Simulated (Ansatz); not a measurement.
**Slab of fcc Ag (100), 6 layers**

The slab is cut from the fcc crystal, the stable phase, as relaxed on PAW files (17.84 Å³/atom), with 16 Å of vacuum and a dipole correction:

```xyz
6
Lattice="2.9331 0.0000 0.0000 0.0000 2.9331 0.0000 0.0000 0.0000 26.3700" Properties=species:S:1:pos:R:3 pbc="T T T"
Ag    0.7333    0.7333    8.0000
Ag    2.1998    2.1998   10.0740
Ag    0.7333    0.7333   12.1480
Ag    2.1998    2.1998   14.2220
Ag    0.7333    0.7333   16.2960
Ag    2.1998    2.1998   18.3700
```

All numbers are PBE results (scalar-relativistic) from Ansatz 0.2.0, with a Γ-centred 12×12×1 k mesh, Fermi–Dirac smearing of 0.1 eV, no spin polarisation. Methods: LAPW: all electrons, basis error target 1 meV/atom; PAW: frozen-core files, cutoff 420 eV.

The bulk energy comes from a cell in the slab's orientation on a 12×12×9 mesh. The surface energy is (E(slab) − N·E(bulk))/2A at zero smearing, the mean of both faces; thin slabs carry quantum-size effects.

As cut, the LAPW slab lies 0.867 eV above 6 atoms of bulk. What surface energy is that?

Over two faces of 8.60 Å² it is 50.4 meV/Å², and times 16.02 J/m² per eV/Å² that gives γ = 0.807 J/m².

What do relaxation and the other method give, and what work function comes out?



| method | γ as cut (J/m²) | γ relaxed (J/m²) | Φ as cut (eV) | Φ relaxed (eV) |
| --- | --- | --- | --- | --- |
| LAPW | 0.807 | 0.802 | 4.27 | 4.26 |
| PAW | 0.807 | 0.802 | 4.27 | 4.26 |

How do the spacings between the planes relax?

From the bottom face up: d12 -2.0 % of 2.074 Å, d23 +0.1 % of 2.074 Å, d34 -0.1 % of 2.074 Å, d45 +0.1 % of 2.074 Å, d56 -2.0 % of 2.074 Å.

What changes if relativity is switched off, at the same positions?

LAPW then gives: no gap, work function 4.00 eV.

In the relaxed 1×1 cell, replace the outer, then the middle Ag by Cd, which changes a whole layer. What shift does this Z+1 picture give?

E(outer) − E(middle) = -0.10 eV by LAPW and -0.10 eV by PAW; a positive value puts the surface line at higher binding energy.
